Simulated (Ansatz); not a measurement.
# Ansatz 0.2.0, relaxation: HfRu

input.yaml:

```yaml
crystal:
  lattice:
    - [3.285677, 0.0, 0.0]
    - [0.0, 3.285677, 0.0]
    - [0.0, 0.0, 3.285677]
  atoms:
    - { symbol: Ru, position: [0.5, 0.5, 0.5] }
    - { symbol: Hf, position: [0.0, 0.0, 0.0] }
  symmetry: { tolerance: 0.0003 }
kpoints:
  mp_grid: { grid: [8, 8, 8], shift: [0, 0, 0] }
magnetization:
  spin_polarized: false
scf:
  occupations: { method: fermi_dirac, width: 0.0168 }
  lower_state_search: "off"
hamiltonian:
  pseudopotentials: { kind: paw }
  xc: r2scan
basis:
  ecutwfc: 500
  fft_grid_basis: typed
relax:
  max_steps: 40
  cell: { p_target: 5.0 }
output:
  forces: true
  stress: true
  eigenvalues: true
  bader: true
  populations: true
  elf: true
  write_potential: true
  volumetric_format: npy
  dos:
    e_range: [-12, 8]
    de: 0.05
    projected: { site_lists: { Hf: [Hf], Ru: [Ru] } }
  write_density: true
checkpoint:
  read: saved_state
```

The command:

```bash
ansatz run input.yaml --threads 2 --pin off --max-ram 3584MiB --backend cpu --events-out ev --progress --plain --runs-dir out
```

Origin of the cell: a database entry, scaled a little.

The saved state is a converged single point of the same cell.

Steps («new basis» is an SCF on plane waves selected anew at the same cell):

```tsv
step	ΔH (meV/atom)	max force component (eV/Å)	P (GPa)	volume (Å³)	SCF iterations	step was
1	0.0	0.000	-9.75	35.47	8	accepted
2	9.9	0.000	25.55	30.53	9	rejected
3	-61.7	0.000	3.05	33.23	11	accepted
4	-62.6	0.000	5.26	32.91	7	accepted
5	-62.7	0.000	5.00	32.95	4	accepted
6	-62.2	0.000	4.97	32.95	8	new basis
```

Step 1, with forces in eV/Å:

```xyz
2
Lattice="3.286 0.000 0.000 0.000 3.286 0.000 0.000 0.000 3.286" Properties=species:S:1:pos:R:3:forces:R:3 pbc="T T T" step=1
Ru    1.643    1.643    1.643    0.000    0.000    0.000
Hf    0.000    0.000    0.000    0.000    0.000    0.000
```

Step 3, with forces in eV/Å:

```xyz
2
Lattice="3.215 0.000 0.000 0.000 3.215 0.000 0.000 0.000 3.215" Properties=species:S:1:pos:R:3:forces:R:3 pbc="T T T" step=3
Ru    1.607    1.607    1.607    0.000    0.000    0.000
Hf    0.000    0.000    0.000    0.000    0.000    0.000
```

Step 4, with forces in eV/Å:

```xyz
2
Lattice="3.205 0.000 0.000 0.000 3.205 0.000 0.000 0.000 3.205" Properties=species:S:1:pos:R:3:forces:R:3 pbc="T T T" step=4
Ru    1.602    1.602    1.602    0.000    0.000    0.000
Hf    0.000    0.000    0.000    0.000    0.000    0.000
```

Step 6, with forces in eV/Å:

```xyz
2
Lattice="3.206 0.000 0.000 0.000 3.206 0.000 0.000 0.000 3.206" Properties=species:S:1:pos:R:3:forces:R:3 pbc="T T T" step=6
Ru    1.603    1.603    1.603    0.000    0.000    0.000
Hf    0.000    0.000    0.000    0.000    0.000    0.000
```

```yaml
Enthalpy_lowered_by: 62.2 meV/atom
Volume_change: -7.12 %
Final_pressure: 4.97 GPa
Relaxation_steps_listed: 6
```

Caveats: no moments, though an odd count or open d shells may carry them; no spin-orbit coupling, though heavy elements are present; the relaxation held the start's symmetry, so the end may be a saddle point.

Time: 36 s on 2 threads of Arm Neoverse N1 (shared host), peak memory 0.48 GiB, from a saved density.
